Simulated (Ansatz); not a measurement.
AlN:
```yaml
crystal:
  lattice:
    - [0.00000, 2.01885, 2.01885]
    - [2.01885, 0.00000, 2.01885]
    - [2.01885, 2.01885, 0.00000]
  atoms:
    - { symbol: Al, position: [0.50000, 0.50000, 0.50000] }
    - { symbol: N, position: [0.00000, 0.00000, 0.00000] }
```

Relaxed with r²SCAN. Special points in fractions of this cell's reciprocal vectors: Γ (0.000, 0.000, 0.000); X (0.500, 0.000, 0.500); U (0.625, 0.250, 0.625); K (0.375, 0.375, 0.750); L (0.500, 0.500, 0.500); W (0.500, 0.250, 0.750).

Problem. List the band energies nearest the valence-band maximum at these points for plane-wave PAW r²SCAN (Ansatz code).

Solution. In eV from the valence-band maximum; about four levels below and three above (degenerate sets whole), none deeper than 8.9 eV; … stands for higher levels left out; points with the same levels are listed once.

| k | below | above |
|---|---|---|
| Γ | 0.00 0.00 0.00 | 6.53 … |
| X | -7.57 -2.90 -2.90 | 5.52 6.01 15.43 |
| U | -6.68 -5.55 -2.39 | 6.74 10.19 14.01 |
| L | -8.46 -1.15 -1.15 | 6.94 11.97 11.97 |
| W | -5.84 -5.84 -3.95 | 9.09 11.70 11.70 |

Space group Fm-3m (rock salt). This is a known high-pressure phase of the composition, computed here at zero pressure and temperature. The cell was relaxed with r²SCAN under the symmetry of its start; phonons on a q-mesh show no instability.

Potentials: the later of the program's two PAW sets.
